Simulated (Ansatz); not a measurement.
A: NiO (rock salt), a = 4.1886 Å, b = 4.1886 Å, c = 4.1886 Å, α = 90.00°, β = 90.00°, γ = 90.00°
B: C (diamond), a = 3.5603 Å, b = 3.5603 Å, c = 3.5603 Å, α = 90.00°, β = 90.00°, γ = 90.00°
C: YPb$_{3}$ (Cu3Au type), a = b = c = 4.861 Å, α = β = γ = 90.00°
D: CsHgCl3 (cubic perovskite), a = b = c = 5.3251 Å, α = β = γ = 90.00°

Scan: energy against volume (even scaling of the relaxed cell, symmetry kept). One method and one kind of scan serve all of them; meshes and ranges differ. All were relaxed with their symmetry unable to fall. At this level the bands of CsHgCl3 touch or barely overlap. NiO is run spin-polarised and with no Hubbard U; the real compound is an antiferromagnetic insulator, a state that this run doesn't describe. Relaxed NiO ends ferromagnetic. Spin-orbit coupling is left out. YPb3 is run without spin polarisation. Other magnetic orders were not checked, so this need not be the ground state. (This holds for the magnetic or f-shell members.)

Question: Put the candidates in order of bulk modulus (fitted), highest first, for r2SCAN (plane waves to 500 eV, PAW, scalar-relativistic; Ansatz, a first-principles code).

Answer: B (451 GPa), A (215 GPa), C (54.5 GPa), D (33.9 GPa)

(Under strain, the slope of the energy per volume gives the stress and its curvature an elastic modulus.)
